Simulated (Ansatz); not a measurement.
**Diamond alloy of Si and Sn (16 of 64 Si sites exchanged), 64 atoms**

Ansatz, PAW, plane waves. PBEsol relaxation of volume and atoms (shape held) at the single k point (½, ½, ½); single points on the relaxed atoms at the Γ point alone, onto which points of the small cell's zone fold. Arrangement: random. No spin–orbit coupling unless named.

Relaxed structure:

```
CELL_PARAMETERS angstrom
11.41498 0.00000 0.00000
0.00000 11.41498 0.00000
0.00000 0.00000 11.41498
ATOMIC_POSITIONS crystal
Si 0.01057 0.99237 0.99096
Si 0.00077 0.50327 0.99628
Si 0.00710 0.49330 0.51168
Si 0.49498 0.99987 0.48753
Si 0.49885 0.50121 0.99706
Si 0.49629 0.50828 0.51061
Si 0.11967 0.62857 0.11308
Si 0.12526 0.62168 0.62778
Si 0.61966 0.62098 0.12241
Si 0.63236 0.61315 0.62193
Si 0.24918 0.26300 0.98689
Si 0.25853 0.25540 0.49731
Si 0.24662 0.74613 0.00084
Si 0.24154 0.73840 0.49509
Si 0.75396 0.27356 0.99353
Si 0.76886 0.25916 0.50683
Si 0.75396 0.72639 0.00198
Si 0.73950 0.74904 0.50863
Si 0.37107 0.37979 0.10446
Si 0.37382 0.38217 0.62626
Si 0.36682 0.86043 0.13568
Si 0.87864 0.38464 0.12027
Si 0.87920 0.38248 0.63108
Si 0.87045 0.86089 0.62853
Si 0.25423 0.98549 0.25979
Si 0.24575 0.00440 0.76671
Si 0.24697 0.50107 0.75154
Si 0.76113 0.99318 0.74121
Si 0.75019 0.50374 0.23329
Si 0.75191 0.49932 0.74762
Si 0.36292 0.11462 0.38032
Si 0.36421 0.13934 0.86827
Si 0.38130 0.62825 0.38359
Si 0.36380 0.61399 0.88469
Si 0.87981 0.14260 0.37939
Si 0.87637 0.61771 0.87205
Si 0.99401 0.26213 0.25456
Si 0.00241 0.27463 0.75272
Si 0.01935 0.74347 0.24676
Si 0.00046 0.74456 0.75085
Si 0.49346 0.26137 0.75340
Si 0.50037 0.74373 0.25300
Si 0.12139 0.37048 0.38380
Si 0.12396 0.38614 0.87422
Si 0.13412 0.85904 0.36777
Si 0.12835 0.86931 0.87431
Si 0.62331 0.38490 0.87135
Si 0.61373 0.86482 0.38391
Sn 0.99930 0.98939 0.49336
Sn 0.48125 0.99994 0.99934
Sn 0.13055 0.12640 0.12782
Sn 0.12832 0.13612 0.63348
Sn 0.63114 0.13819 0.11833
Sn 0.62563 0.12731 0.62152
Sn 0.36136 0.88042 0.62059
Sn 0.88445 0.86326 0.12193
Sn 0.24824 0.50230 0.24720
Sn 0.75118 0.99923 0.26732
Sn 0.88065 0.13165 0.87088
Sn 0.87886 0.62473 0.37563
Sn 0.47737 0.25356 0.25164
Sn 0.49596 0.73061 0.74916
Sn 0.62975 0.38437 0.38083
Sn 0.63829 0.86840 0.87695
```

What are the mean bond lengths by pair (pairs within 1.2 times the sum of covalent radii, less contacts 15 % beyond the pair's median; cation–cation pairs of compounds aside; long ionic contacts are cut short by that bound)?

Si–Si 2.391 ± 0.036 Å (standard deviation, 73 bonds); Si–Sn 2.566 ± 0.031 Å (standard deviation, 46 bonds); Sn–Sn 2.712 ± 0.023 Å (standard deviation, 9 bonds).

What gap lies between the top filled and the lowest empty level in the single points?

HSE06 0.68 eV (5.5 min on 7 threads of Neoverse-V2). An indirect band minimum needn't fold onto Γ of this cell; where it doesn't, these gaps are too wide.
